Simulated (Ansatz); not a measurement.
A geometry of Ti away from equilibrium: step 2 of the relaxation of a relaxed Ti cell, doubled along one cell vector, shaken by Gaussian noise of σ = 0.08 Å a coordinate. Level of theory: r2SCAN (plane waves to 500 eV, PAW, scalar-relativistic; Ansatz, an electronic-structure program). Γ-centred k-mesh 14×7×14 on the run's cell (coarser than for final values), Fermi–Dirac smearing 0.05 eV.

```xyz
2
Lattice="-1.6573 1.6023 1.6439 3.2301 -3.2143 3.2129 1.6550 1.6048 -1.6488" Properties=species:S:1:pos:R:3 pbc="T T T"
Ti    -0.2394     0.0046     0.2019
Ti     1.8539    -1.5754     1.4159
```

Predict the force on each atom, in eV/Å.


```
atom     Fx     Fy     Fz
----  -----  -----  -----
Ti1    0.26   0.06  -0.04
Ti2   -0.26  -0.06   0.04
```

What is the pressure?

+2.0 GPa, compression positive.

No spin polarisation in the result.

The run could not lose the symmetry of its start.
